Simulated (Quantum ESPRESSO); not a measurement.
Mo4Al2AuIn, a curve over strain

Simulated, not a measurement. The program is pw.x of Quantum ESPRESSO 7.5 (plane-wave density functional theory). The cell is made up: eight metal atoms on a face-centred cubic lattice, with elements, volume, strain and displacements drawn at random and not relaxed, so it may be unstable or far from any real phase. PseudoDojo standard norm-conserving files set the functional (PBE unless stated); there is no spin polarisation or spin-orbit coupling, the Fermi-Dirac width of 0.25 eV means electrons at about 2900 K, and the masses in the input are unused placeholders. Heavy elements are run without spin-orbit coupling, which real alloys of them have. A spin test at this wide smearing found no moment, but such smearing suppresses magnetism that the real alloy may have.

Seven runs add a strain to one cell (zz); the atoms follow the cell and are not relaxed. Stress in the table is positive in tension.

Input of the run at -0.0004:

```
&control calculation='scf', pseudo_dir='./dojo.nc.sr.pbe.v0_5.standard.upf', outdir='./o', disk_io='minimal', tprnfor=.true., tstress=.true. /
&system ibrav=0, nat=8, ntyp=4, nbnd=60, ecutwfc=79.96652505, nosym=.true., tot_charge=0,
 occupations='smearing', smearing='fd', degauss=0.0183746611
/
&electrons conv_thr=1.470e-08, electron_maxstep=70, mixing_beta=0.5 /
ATOMIC_SPECIES
Al 1.0 Al.upf
Au 1.0 Au.upf
In 1.0 In.upf
Mo 1.0 Mo.upf
CELL_PARAMETERS angstrom
-0.0169 2.0039 1.9593
-3.9128 -0.0049 0.0388
-0.0875 -8.1409 7.9622
ATOMIC_POSITIONS angstrom
Mo -0.0138 -0.0671 -0.0234
Mo -0.0349 -2.0629 1.9853
Mo -0.0628 -4.0661 3.9432
Al -0.0909 -6.0907 5.9513
Al -1.9313 -0.02 1.998
Mo -2.0111 -2.0558 3.9604
Au -2.0429 -4.0508 5.9812
In -2.0258 -6.1029 7.9653
K_POINTS automatic
8 6 2 1 1 1
```

```
added strain  free energy less that of the input shown (eV)  stress xx (GPa)  stress yy (GPa)  stress zz (GPa)  stress xy (GPa)  pressure (GPa)  iterations
     -0.0227                                         0.2794           -19.88           -15.79           -19.02             0.63           18.23          17
     -0.0079                                         0.0826           -16.16           -12.69           -15.07             0.61           14.64          16
     -0.0031                                         0.0285           -15.03           -11.75           -13.84             0.60           13.54          16
     -0.0004                                         0.0000           -14.41           -11.24           -13.17             0.60           12.94          18
     +0.0064                                        -0.0655           -12.89            -9.98           -11.49             0.59           11.45          18
     +0.0145                                        -0.1320           -11.16            -8.54            -9.56             0.58            9.75          18
     +0.0165                                        -0.1465           -10.75            -8.20            -9.09             0.58            9.35          18
```

A cubic fit gives a slope of stress zz against the added strain of 249 GPa at zero added strain, with the atoms clamped. Across the table the energy follows the integral of the stress to 1.0 meV. A rerun of one of the cells at a higher cutoff and on a denser mesh moved values by no more than 0.011 eV in energy, 0.10 GPa in stress and 0.009 eV/Å in force, and a second program with other atomic files agreed on that cell to 2 % rms in force and 0.5 GPa in pressure.